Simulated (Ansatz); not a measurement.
Input and command of a plane-wave DFT calculation in Ansatz:

```yaml
crystal:
  lattice:
    - [-2.9401404553, 2.9401404553, 1.5993019889]
    - [2.9401404553, -2.9401404553, 1.5993019889]
    - [2.9401404553, 2.9401404553, -1.5993019889]
  atoms:
    - { symbol: Sn, position: [0.75, 0.25, 0.5] }
    - { symbol: Sn, position: [0.0, 0.0, 0.0] }
basis:
  ecutwfc: 420
kpoints:
  mp_grid: { grid: [18, 18, 18] }
hamiltonian:
  xc: pbesol
scf:
  occupations: { method: gaussian, width: 0.15 }
output:
  forces: true
  stress: true
  eigenvalues: true
```

```bash
ansatz run input.yaml --threads 1 --pin off --max-ram 2560MiB --backend cpu --events-out ev --progress --plain --runs-dir out
```

Processor: Intel(R) Xeon(R) Platinum 8488C (Sapphire Rapids), 1 thread, on a host shared with other jobs.

How long does it run, and how much memory does it take?

About 22 s on 1 thread of Intel(R) Xeon(R) Platinum 8488C (Sapphire Rapids), with other jobs on the host, peak memory 0.66 GiB. It solves 18 bands at 480 k points (the mesh reduced by symmetry) with about 1109 plane waves, in 7 SCF iterations.
